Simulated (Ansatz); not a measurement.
## Si, first-principles data

Si:
```
CELL_PARAMETERS angstrom
      4.71560     2.72255     1.88879
     -4.71560     2.72255     1.88879
      0.00000    -5.44510     1.88879
ATOMIC_POSITIONS crystal
  Si 0.01614 0.71406 0.51755
  Si 0.98386 0.28594 0.48245
  Si 0.51755 0.01614 0.71406
  Si 0.48245 0.98386 0.28594
  Si 0.71406 0.51755 0.01614
  Si 0.28594 0.48245 0.98386
  Si 0.71247 0.71247 0.71247
  Si 0.28753 0.28753 0.28753
```

Space group R-3 (No. 148); conventional cell a = b = 9.4312 Å, c = 5.6664 Å, α = β = 90.00°, γ = 120.00°.

Method: plane-wave PAW r²SCAN (Ansatz code). The cell and atoms are relaxed at this level. Other levels are named where they apply.

**Cell and energy**

- Volume per atom = 18.19 Å³
- Density = 2.56 g/cm³

**Electronic structure**

- Electronic character: no gap, with almost no states at the Fermi level (zero-gap or semimetallic)
- Density of states at the Fermi level: 0.00 states/eV per atom (mean over ±0.08 eV)
- HSE06 gap on the r²SCAN cell: 0.26 eV (a hybrid on a coarse mesh can open a false gap in a semimetal)

**Mechanics**

Bulk modulus (Birch–Murnaghan fit): 86.0 GPa
Pressure derivative B′: 4.2
Elastic constants (relaxed ions, GPa): C11 = 195, C12 = 39.4, C13 = 40.8, C14 = 8.6, C33 = 153, C44 = 70.1, C15 = -10.6
Mechanical stability: stable (all eigenvalues of C positive)
Hill bulk and shear moduli: 86.7 and 70.4 GPa
Young's modulus: 166 GPa
Poisson's ratio: 0.18
Debye temperature from the elastic constants: 654 K

**Phonons**

Highest zone-centre frequency: 477 cm⁻¹
Zone-centre stability: no imaginary mode at Γ

The workflow started from a Materials Project entry (that database holds measured and hypothetical structures alike); the Crystallography Open Database copy checked does not list it. It is not the phase usual at ambient conditions (space group No. 227). The r²SCAN relaxation kept the symmetry of its start. As this level gives no gap, shear constants depend on the k-mesh and smearing (Fermi–Dirac, 0.1 eV here). As this level gives no gap, phonon frequencies hold no LO–TO term and depend on the k-mesh and smearing (Fermi–Dirac, 0.1 eV here).

Potentials: the later of the program's two PAW sets.
